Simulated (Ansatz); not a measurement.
Values for one crystal, relaxed and computed with DFT-PBEsol in the program Ansatz with PAW potentials; other levels are named.

```yaml
volume_per_atom: 12.79 Å³
electronic_character: metallic (no gap)
mechanical_stability: unstable (C has a negative eigenvalue)
Density of states at the Fermi level: 0.99 states/eV per atom (mean over ±0.08 eV)
Pressure derivative B′: 5.0
Gap with spin–orbit coupling: none (metallic)
Elastic constants (relaxed ions, GPa): C11 = 177, C12 = 268, C44 = 71.7
```

Problem. Which of these materials gives this?
A) FeO, rock salt
B) CoPtO2, R-3m (Pt on 3a, Co on 3b, O on 6c)
C) BiB, P6_222 (B on 3c, Bi on 3d)
D) SiRh, CsCl type

Solution. D, SiRh, CsCl type

Space group Pm-3m (CsCl type). The first step of the workflow began from a Materials Project structure, measured or hypothetical; the Crystallography Open Database copy checked does not list it. COD files the formula under space group No. 14, so this cell is another polymorph or a model. Its standing as an ambient phase is unchecked. Symmetry was held in the PBEsol relaxation. No spin polarisation was allowed. As this level gives no gap, shear constants depend on the k-mesh and smearing (Fermi–Dirac, 0.1 eV here). On the denser mesh and wider smearing of the elastic run this cell carries a stress of 0.4 GPa. Scalar-relativistic: spin–orbit coupling is off unless named, which matters more the heavier the elements.

Potentials: the later of the program's two PAW sets.
